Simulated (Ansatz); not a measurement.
Cu Kα1 powder pattern (kinematic, no thermal factors).
2θ (°) (relative intensity): 17.70 (8), 25.14 (3), 30.93 (4), 35.85 (2), 40.25 (50), 40.26 (100), 48.06 (1), 54.99 (2), 58.23 (17), 58.26 (8), 61.38 (1), 73.17 (34), 73.19 (17), 86.97 (6), 86.99 (11)

The pattern is computed from a structure relaxed with DFT PBE, scalar-relativistic, plane waves, PAW in Ansatz 0.2.0. No spin polarisation. Its elements are Mo, W.

Give the structure.

Mo₄W.
Space group I4/m (No. 87). a = 7.079 Å, b = 7.079 Å, c = 3.165 Å, α = 90.00°, β = 90.00°, γ = 90.00°
```
atom  site  symmetry       x       y       z
  Mo    8h       m.. 0.1999  0.3998  0.0000
   W    2a     4/m.. 0.0000  0.0000  0.0000
```

A pattern alone doesn't exclude other cells with like lines; this is the one computed.

The structure comes from a generated guess; another structure or a mixture of phases may lie lower.
